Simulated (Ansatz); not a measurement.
## AlNi: from a starting cell to a relaxed one

The start is a generated trial cell of AlNi in the AFLOW prototype AB_oP8_57_d_d (as in TlF). The structure is fully relaxed (lattice and positions, P = 0) with r2SCAN (plane waves to 500 eV, PAW, scalar-relativistic; Ansatz, a program for electronic structure). The first steps use a coarse 7×7×8 k-mesh.

Input geometry:
```
CELL_PARAMETERS angstrom
      5.06526     0.00000     0.00000
      0.00000     4.56089     0.00000
      0.00000     0.00000     4.30694
ATOMIC_POSITIONS crystal
  Al 0.25500 0.50960 0.25000
  Al 0.25500 0.99040 0.75000
  Al 0.74500 0.00960 0.25000
  Al 0.74500 0.49040 0.75000
  Ni 0.85930 0.56280 0.25000
  Ni 0.85930 0.93720 0.75000
  Ni 0.14070 0.06280 0.25000
  Ni 0.14070 0.43720 0.75000
```
Spin-polarised start, with parallel moments on Ni.

| Quantity | Value |
|---|---|
| Initial pressure | +28.3 GPa (positive: the cell is compressed) |
| Largest initial force | 6.50 eV/Å, on Al1, Al2, Al3, Al4 (atoms numbered as listed) |
| Energy released | 0.72 eV/atom |
| Volume change | -2.1 %, from 12.44 to 12.17 Å³/atom |
| Shortest distances (start → end) | The closest pairs of elements (up to four, under 3.6 Å), start → end: Al–Ni 2.02 → 2.43 Å; Ni–Ni 2.65 → 2.68 Å; Al–Al 3.07 → 2.72 Å |
| Band gap at the end | no gap (metallic) |
| Moments at the end | zero (the starting moments vanished) |
| Optimiser moves | 8 |

Final structure:

```cif
data_Al4Ni4
_chemical_formula_sum 'Al4 Ni4'
_space_group_name_H-M_alt 'Pbcm'
_space_group_IT_number 57
_space_group_name_Hall '-P 2c 2b'
_cell_length_a 5.01860
_cell_length_b 4.51863
_cell_length_c 4.29465
_cell_angle_alpha 90.000
_cell_angle_beta 90.000
_cell_angle_gamma 90.000
loop_
_atom_site_label
_atom_site_type_symbol
_atom_site_symmetry_multiplicity
_atom_site_Wyckoff_symbol
_atom_site_fract_x
_atom_site_fract_y
_atom_site_fract_z
_atom_site_occupancy
Al1 Al 4 d 0.66086 0.06442 0.25000 1
Ni1 Ni 4 d 0.14544 0.07224 0.25000 1
```

Final values are on a 9×10×11 k-mesh of the relaxed cell. No spin polarisation in the result: the starting moments vanished. A magnetic state may lie lower.

The run could not lose the symmetry of its start: the end is stationary, and may be a saddle point rather than a minimum.

The relaxed structure here is a generated cell of AlNi: the first start was made by placing the elements on the sites of a structure type, and the end was not matched to a known phase here, so it may be hypothetical. Known forms of AlNi include space group No. 221.
